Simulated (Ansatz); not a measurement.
MnIr (P4/mmm): the volume from the results

The reference geometry is a structure as deposited in COD; nothing is relaxed.

Functional, mesh and filling: PBEsol, 14×14×11 k mesh, Fermi–Dirac smearing of 0.03 eV. PAW means Ansatz 0.2.0 on its default frozen-core files. Site moments are integrated in spheres about the atoms.

The input and its command:

```yaml
crystal:
  lattice:
    - [2.7258966415, 0.0, 0.0]
    - [0.0, 2.7258966415, 0.0]
    - [0.0, 0.0, 3.643]
  atoms:
    - { symbol: Mn, position: [0.5, 0.5, 0.5], spin: 4.0 }
    - { symbol: Ir, position: [0.0, 0.0, 0.0] }
magnetization:
  spin_polarized: true
kpoints:
  mp_grid: { grid: [14, 14, 11] }
scf:
  occupations: { method: fermi_dirac, width: 0.03 }
  lower_state_search: "off"
hamiltonian:
  xc: pbesol
  pseudopotentials: { kind: paw }
output:
  forces: true
  stress: true
  eigenvalues: true
  populations: true
```

Command: `ansatz run input.yaml --threads 1 --pin off --max-ram 3072MiB --backend cpu --events-out ev --progress --plain --runs-dir out`

The cell is scaled evenly, and every run starts from the same moments. Some of the runs:

| V/V₀ | cell moment (μB) | largest site moment (μB) | F − F(V₀) (meV/atom) | pressure (GPa) |
| --- | --- | --- | --- | --- |
| 0.8 | 0.28 | 0.28 | 180 | 59.4 |
| 0.85 | 0.84 | 0.87 | -4 | 29.3 |
| 0.9 | 0.98 | 1.05 | -77 | 6.3 |

Problem. Another run of the series gave cell moment (μB) = 1.17, largest site moment (μB) = 1.28, F − F(V₀) (meV/atom) = -67, pressure (GPa) = -9.9. At which V/V₀ was it made?
A. 0.72
B. 1.05
C. 1.1
D. 0.95
E. 1.18

Solution. D. V/V₀ = 0.95.

Problem. Another run of the series gave cell moment (μB) = 3.31, largest site moment (μB) = 3.41, F − F(V₀) (meV/atom) = 344, pressure (GPa) = -29.9. At which V/V₀ was it made?
A. 0.72
B. 1.05
C. 0.95
D. 1.1
E. 1.18

Solution. E. V/V₀ = 1.18.

The whole series:

```csv
V/V₀,cell moment (μB),largest site moment (μB),F − F(V₀) (meV/atom),pressure (GPa)
0.72,0.00,0.00,824,138.0
0.8,0.28,0.28,180,59.4
0.85,0.84,0.87,-4,29.3
0.9,0.98,1.05,-77,6.3
0.95,1.17,1.28,-67,-9.9
1,1.45,1.58,0,-21.0
1.05,2.89,2.94,75,-17.3
1.1,3.07,3.14,162,-23.4
1.18,3.31,3.41,344,-29.9
```

The PAW files were made with PBE; the program remakes their cores once for the run's functional and then keeps them frozen. Under strong compression frozen cores are worth checking against an all-electron run. The Ansatz runs typed with the search for lower states off end where their start leads. Spin–orbit coupling is left out although heavy atoms are present. These are results for the start and cell typed. The real compound can order otherwise, in a larger cell, or not at all, since semilocal functionals at zero temperature often overstate magnetism.
